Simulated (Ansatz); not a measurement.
**CsH: energy along a strain**

CsH, Fm-3m, a = 6.376 Å (as given, not relaxed at this level: 0.0 GPa). Ansatz: r2SCAN, PAW, 500 eV, Γ-centred 6×6×6 mesh on 2 atoms, Gaussian smearing 0.05 eV; no spin polarisation. Cell vectors (Å): 0.000 3.188 3.188; 3.188 0.000 3.188; 3.188 3.188 0.000. The cell is strained by x per cent times the pattern (0 0 0 0 0 1) in the order xx yy zz yz xz xy (engineering shears), with fractional coordinates held. y is the free energy over the start, V0 = 32.401 Å³/atom. Symmetry makes y even in x. Points with a strain past 8.5 % were computed too (2) and aren't used here.

| x (%) | y (meV/atom) |
| --- | --- |
| -5.00 | 1.17 |
| 0.00 | 0.00 |
| 1.25 | 0.07 |
| 2.50 | 0.29 |
| 3.75 | 0.66 |
| 6.25 | 1.84 |
| 7.50 | ? |

Fit y = c2 x² + c4 x⁴ to the other rows, get the stiffness along the pattern, and predict the missing energy.

Least squares on the rows shown. y = 0.04650 x² + 1.524×10⁻⁵ x⁴. The clamped-ion stiffness p·C·p = 2 × 0.4650 eV × 160.2 / 32.401 Å³ = 4.6 GPa, which is C66 in these axes (C44 of the cubic crystal). At x = 7.50 the fit asked for gives 2.66 meV/atom. The run gave 2.66 meV/atom, the same to the digits shown.